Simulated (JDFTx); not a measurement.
Input for a modified build of JDFTx (ammonium, NH4 (SMILES [NH4+]), charge +1, multiplicity 1; bohr and hartree). JDFTx counts charge in electrons: elec-initial-charge is the number of excess electrons.

```
lattice \
  22.2042819644 0.0000000000 0.0000000000 \
  0.0000000000 21.7318504332 0.0000000000 \
  0.0000000000 0.0000000000 22.2042819644
coords-type Cartesian
ion N -0.1090478589 -0.0038015069 0.0328376506 1
ion H -1.4181284633 1.2313133351 0.7718509971 1
ion H 0.4810393187 -1.2313133351 1.4221959989 1
ion H -0.9172184377 -1.0113041096 -1.4221959989 1
ion H 1.4181284633 0.9960633353 -0.6405160938 1
ion-species pseudo/n_pbe_v1.2.upf
ion-species pseudo/h_pbe_v1.4.upf
core-overlap-check none
elec-cutoff 20 100
elec-ex-corr gga-PBE
symmetries none
coulomb-interaction Isolated
coulomb-truncation-embed 0 0 0
elec-n-bands 4
elec-initial-charge -1
electronic-minimize nIterations 150 energyDiffThreshold 1e-7
ionic-minimize nIterations 25 energyDiffThreshold 1e-5 knormThreshold 4e-4
dump-name s0.$VAR
dump End State Ecomponents EigStats BandEigs Forces ElecDensity IonicPositions
```

The main set-up lines of the log and the final energy components:

```
unit cell volume = 10714.5
Chosen fftbox size, S = [  100  100  100  ]
unit cell volume = 10714.5
Chosen fftbox size, S = [  96  90  96  ]
  'N' pseudopotential, 'SLA  PW   PBE  PBE' functional
  5 valence electrons, 2 orbitals, 4 projectors, 729 radial grid points, with lMax = 1
  'H' pseudopotential, 'SLA  PW   PBX  PBC' functional
  1 valence electrons, 1 orbitals, 2 projectors, 615 radial grid points, with lMax = 0
Initialized 2 species with 5 total atoms.
Folded 1 k-points by 1x1x1 to 1 k-points.
nElectrons:   8.000000   nBands: 4   nStates: 1
average nbasis = 45767.000 , ideal nbasis = 45772.978
unit cell volume = 85715.7
Chosen fftbox size, S = [  200  200  200  ]
[...]
# Energy components:
   Eewald =       12.0854070040857238
       EH =       18.3343495819098905
     Eloc =      -47.3863226793146382
      Enl =        1.4445397957282522
      Exc =       -3.8671922937093619
 Exc_core =        0.0886168667428440
       KE =        7.1981032129620743
-------------------------------------
     Etot =      -12.1024985115952184

IonicMinimize: Iter:   2  Etot: -12.102498511595218  |grad|_K:  4.785e-05  alpha:  1.000e+00  linmin: -7.758e-01
IonicMinimize: Converged (|grad|_K<4.000000e-04).

	eMin: -1.160442 at state 0 ( [ +0.000000 +0.000000 +0.000000 ] spin 0 )
	HOMO: -0.767386 at state 0 ( [ +0.000000 +0.000000 +0.000000 ] spin 0 )
```

The run took 22 electronic cycles; the highest occupied level lies at -20.88 eV from the vacuum level.
